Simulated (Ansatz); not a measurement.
## AlB3P4 (P3m1)

Method: DFT PBE, scalar-relativistic, plane waves, PAW in Ansatz 0.2.0.

Settings: cutoff 420 eV, Γ-centred mesh 12×12×4 on the computed 8-atom cell, Gaussian smearing of 0.10 eV; no spin polarisation.

The structure is relaxed at this level of theory with its symmetry kept, and needn't be the ground state of this composition.

Space group P3m1 (No. 156), trigonal, a = 3.337 Å, c = 11.406 Å. Around Al lie 3 P at 2.23 Å and 1 P at 2.39 Å; around B on its first site lie 4 P at 2.00–2.03 Å; B on its second site has 4 P at 2.00–2.03 Å; around B on its third site lie 4 P at 1.98–2.03 Å; P on its first site has 4 B at 2.00–2.03 Å; P on its second site has 3 B at 2.03 Å and 1 Al at 2.39 Å; 2 more sites not described.

- Volume per atom: 13.75 Å³
- Formation energy from the elements' standard states (uncorrected): -0.256 eV/atom
- Kohn–Sham band gap: none (metal)
- Density of states at the Fermi level: 0.2 states/eV per cell
- Orbital (Löwdin) character within 0.5 eV of the Fermi level: P 3p 32 %, B 2p 16 %, Al 3p 15 %, B 2s 13 %, P 3s 12 %, unprojected 12 %
- Bader charge by site (e): Al (1 in the cell) 2.13, B (1 in the cell) 0.40, B (1 in the cell) 0.41, B (1 in the cell) 0.45, P (1 in the cell) -0.38, P (1 in the cell) -0.84, P (1 in the cell) -0.39, P (1 in the cell) -1.78

Another cell of AlB3P4 relaxed alike, in Pmm2, lies 36 meV/atom lower, so this cell isn't the stable form at this level.

The cell was found from a structure generator's guess, not taken from experiment. Löwdin shares on free-atom orbitals overweight diffuse shells.
